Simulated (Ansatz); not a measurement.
# Run record: elastic constants by finite strains of InSb (F-43m)

Method: PBEsol, PAW on Ansatz 0.2.0's default frozen-core files (fitted under PBE), scalar-relativistic.

The cell comes from a PAW relaxation under the same functional.

Launched as:

```sh
ansatz run input.yaml --threads 1 --pin off --max-ram 2048MiB --backend cpu --events-out ev --progress --plain --runs-dir out
```

input.yaml:

```yaml
crystal:
  lattice:
    - [0.0, 3.26009962114, 3.26009962114]
    - [3.26009962114, 0.0, 3.26009962114]
    - [3.26009962114, 3.26009962114, 0.0]
  atoms:
    - { symbol: In, position: [0.0, 0.0, 0.0] }
    - { symbol: Sb, position: [0.75, 0.75, 0.75] }
kpoints:
  mp_grid: { grid: [12, 12, 12] }
scf:
  occupations: { method: fermi_dirac, width: 0.1 }
hamiltonian:
  xc: pbesol
  pseudopotentials: { kind: paw }
elastic:
  mode: relaxed_ion
  stencil: four_point
  amplitude: 0.003
```

Output:

```
Warning: RAYON_NUM_THREADS=1 ignored (pool sized by the plan → 1); use --threads N
Engine: ansatz 0.2.0, x86_64-unknown-linux-gnu
Pseudopotentials: kind: paw
Pseudopotential: In, paw, valence charge 13, recommended cutoff 420 eV (normal), In.paw.azcp
Pseudopotential: Sb, paw, valence charge 15, recommended cutoff 420 eV (normal), Sb.paw.azcp
Functional definition: PBEsol
  exchange = pbesol_x
  correlation = pbesol_c
Crystal: 2 atoms, lattice volume = 69.298 Å³
Basis set: ecut = 420 eV, 1363 PW (Γ), exchange–correlation on 64×64×64 points (8 copies of the dense FFT grid, shifted against one another)
Bands: 18, of which v1, the nominal top of the filled ones, is band 14 counted from 1 (13 counted from 0)
Symmetry: 24 space group operations
Space group: F-43m (ITA 216), of the structure as read, at distance tolerance 4.1e-5 Å
k-points: 72 of 1728 (time reversal used)
Non-local potential: In, projectors of the file, l = 0: 2, l = 1: 2, l = 2: 2, l = 3: 2
Non-local potential: Sb, projectors of the file, l = 0: 2, l = 1: 2, l = 2: 2, l = 3: 2
PAW form: soft (Blöchl's): semilocal exchange-correlation on the pseudo side does not see the compensation charge
[... 192 lines left out ...]
  moduli (Voigt/Reuss/Hill, GPa): K = 42.62/42.62/42.62   G = 21.74/19.54/20.64   E = 53.32   ν = 0.291
  mechanically stable: yes (min eigenvalue of sym C = 27.03 GPa)
  strain η (Voigt 11):  stress-route row diagonal C_11 = 61.03 GPa, energy-path curvature d²(F+E_count+ΔE)/dδ²/Ω₀ = 61.03 GPa
    cells at ±δ against ±2δ: C31 33.42 and 33.42 GPa, apart by 0.01 % of the column's largest entry
         δ    σ_11 (GPa)             F (eV)   n_scf  n_hpsi   n_pw
    -6.000e-3      -0.3497      -11933.6499702       8   55509   1363   relax 0 steps, max|allowed force component| 5.55e-17 eV/Å
    -3.000e-3      -0.1644      -11933.6503035       3   38159   1369   relax 0 steps, max|allowed force component| 5.55e-17 eV/Å
     3.000e-3       0.2018      -11933.6502564       4   41706   1379   relax 0 steps, max|allowed force component| 5.55e-17 eV/Å
     6.000e-3       0.3827      -11933.6498785       6   45966   1383   relax 0 steps, max|allowed force component| 5.55e-17 eV/Å
  strain η (Voigt 23):  stress-route row diagonal C_44 = 27.03 GPa, energy-path curvature d²(F+E_count+ΔE)/dδ²/Ω₀ = 27.02 GPa
    cells at ±δ against ±2δ: C44 27.03 and 27.03 GPa, apart by 0.01 % of the column's largest entry
         δ    σ_23 (GPa)             F (eV)   n_scf  n_hpsi   n_pw
    -6.000e-3      -0.1622      -11933.6501885       2   52706   1375   relax 3 steps, max|allowed force component| 7.59e-6 eV/Å
    -3.000e-3      -0.0811      -11933.6503478       2   52540   1373   relax 2 steps, max|allowed force component| 1.15e-7 eV/Å
     3.000e-3       0.0811      -11933.6503478       2   52620   1373   relax 2 steps, max|allowed force component| 2.38e-9 eV/Å
     6.000e-3       0.1622      -11933.6501885       2   52690   1375   relax 2 steps, max|allowed force component| 2.40e-7 eV/Å
```

The calculation finished and met its thresholds.

**Strained cells**

Elastic constants of a crystal by Kohn-Sham DFT: slopes of the stress over finite engineering strains of the given cell, Voigt indices, Cartesian axes as in the input; stress of each strained cell less that at rest, tension positive.

| strain component | strain | stress xx (GPa) | stress yy (GPa) | stress zz (GPa) | stress yz (GPa) | stress xz (GPa) | stress xy (GPa) | relaxation steps |
| --- | --- | --- | --- | --- | --- | --- | --- | --- |
| xx | -0.006 | -0.3691 | -0.2052 | -0.2052 | 0 | 0 | 0 | 0 |
| xx | -0.003 | -0.1838 | -0.1014 | -0.1014 | 0 | 0 | 0 | 0 |
| xx | 0.003 | 0.1824 | 0.0991 | 0.0991 | 0 | 0 | 0 | 0 |
| xx | 0.006 | 0.3633 | 0.1959 | 0.1959 | 0 | 0 | 0 | 0 |
| yz | -0.006 | 0.0002 | -0.0005 | -0.0005 | -0.1622 | 0 | 0 | 3 |
| yz | -0.003 | 0.0001 | -0.0001 | -0.0001 | -0.0811 | 0 | 0 | 2 |
| yz | 0.003 | 0.0001 | -0.0001 | -0.0001 | 0.0811 | 0 | 0 | 2 |
| yz | 0.006 | 0.0002 | -0.0005 | -0.0005 | 0.1622 | 0 | 0 | 2 |

### Elastic constants

```
Pressure at rest         : -0.019 GPa
Least elastic eigenvalue : 27.03 GPa
Elastically stable       : yes
```

| index | elastic (GPa) |
| --- | --- |
| 11 | 61.03 |
| 12 | 33.42 |
| 44 | 27.03 |

**Elastic moduli**

Hill averages of a grain aggregate, Debye temperature from the mean sound speed over directions.

```
Bulk modulus                     : 42.62 GPa
Shear modulus                    : 20.64 GPa
Young modulus                    : 53.32 GPa
Poisson ratio                    : 0.2915
Bulk over shear modulus          : 2.065
Elastic anisotropy index         : 0.5625
Least young modulus              : 37.38 GPa
Largest young modulus            : 66.95 GPa
Longitudinal sound speed         : 3518 m/s
Transverse sound speed           : 1908 m/s
Elastic debye temperature        : 192.9 K
Linear compressibility (x, y, z) : 7.821, 7.821, 7.821 1/TPa
Zener ratio                      : 1.958
Cauchy pressure                  : 6.38 GPa
```

Keep in mind: frozen-core PAW files fitted under PBE, their cores solved anew for the functional of the run; the gap is closed or tiny at this level, so small that the run used smearing; responses move with mesh and smearing.

It took 11 min on 1 thread of Intel(R) Xeon(R) Platinum 8259CL CPU @ 2.50GHz (Skylake/Cascade Lake), on a shared host, peak memory 0.73 GiB.
